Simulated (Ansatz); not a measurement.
CuI:
```xyz
6
Lattice="4.2188 0.0000 0.0000 -2.1094 3.6536 0.0000 0.0000 0.0000 9.7611" Properties=species:S:1:pos:R:3 pbc="T T T"
Cu     2.1094     0.0000     0.0000
Cu    -1.0547     1.8268     3.2537
Cu     1.0547     1.8268     6.5074
I      2.1094     0.0000     4.8806
I     -1.0547     1.8268     8.1343
I      1.0547     1.8268     1.6269
```

Relaxed with r²SCAN. Special points in fractions of this cell's reciprocal vectors: Γ (0.000, 0.000, 0.000); M (0.500, 0.000, 0.000); K (0.333, 0.333, 0.000); A (0.000, 0.000, 0.500); L (0.500, 0.000, 0.500); H (0.333, 0.333, 0.500).

**Question.** List the band energies nearest the valence-band maximum at these points for r²SCAN (plane waves, PAW; program Ansatz).

**Answer.** In eV from the valence-band maximum; about four levels below and three above (degenerate sets whole), none deeper than 8.9 eV; points with the same levels are listed once.

| k | below | above |
|---|---|---|
| Γ | -1.26 -1.26 -0.61 -0.52 -0.52 | 1.13 3.14 3.14 |
| M | -1.46 -1.32 -1.15 -1.05 | 1.92 2.56 2.69 |
| K | -1.63 -1.63 -1.55 -1.17 -1.17 | 1.88 3.01 3.01 |
| A | -1.27 -1.27 -1.14 0.00 | 2.38 2.38 3.14 |
| L | -1.40 -1.31 -1.27 -1.12 | 1.71 2.63 3.03 |
| H | -1.69 -1.69 -1.37 -0.77 | 2.96 3.09 3.09 |

Space group P6_422. The start of the workflow was typed in or built on a structure type; neither database checked (COD, Materials Project) lists it. It is not the phase usual at ambient conditions (space group No. 216). The r²SCAN relaxation kept the symmetry of its start; whether a distortion lowers the energy is not shown. The workflow began spin-polarised and lost its moments. Spin–orbit coupling is left out wherever it is not named.

Potentials: the later of the program's two PAW sets.
